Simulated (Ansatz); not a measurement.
SnO (zinc blende, F-43m), a = 5.410 Å, b = 5.410 Å, c = 5.410 Å, α = 90.00°, β = 90.00°, γ = 90.00°; the cell used has 2 atoms.

Relaxed with r²SCAN.

Task: Tabulate the valence density and the electron localisation function along the shortest O–Sn contact (2.34 Å), DFT-r²SCAN in the program Ansatz with PAW potentials.

Result: 

| distance from O (Å) | density (e/Å³) | ELF |
|---|---|---|
| 0.23 | 6.50 | 0.54 |
| 0.35 | 5.10 | 0.71 |
| 0.47 | 3.46 | 0.80 |
| 0.59 | 2.08 | 0.82 |
| 0.70 | 1.22 | 0.79 |
| 0.82 | 0.76 | 0.68 |
| 0.94 | 0.52 | 0.47 |
| 1.05 | 0.40 | 0.29 |
| 1.17 | 0.38 | 0.20 |
| 1.29 | 0.45 | 0.20 |
| 1.41 | 0.65 | 0.25 |
| 1.52 | 1.10 | 0.27 |
| 1.64 | 1.99 | 0.23 |
| 1.76 | 3.56 | 0.14 |
| 1.87 | 5.97 | 0.06 |
| 1.99 | 9.19 | 0.01 |
| 2.11 | 12.68 | 0.00 |

The density is the valence pseudo-density with augmentation charge, so density and ELF within about 1 Å of a nucleus are not all-electron values.

The start of the workflow was typed in or built on a structure type; neither database checked (COD, Materials Project) lists it. It is not the phase usual at ambient conditions (space group No. 129). The r²SCAN relaxation kept the symmetry of its start. At this level the phase is mechanically unstable. The volume moved by 18 % from the start of the relaxation. Scalar-relativistic: spin–orbit coupling is off unless named, which matters more the heavier the elements.

Potentials: the later of the program's two PAW sets.
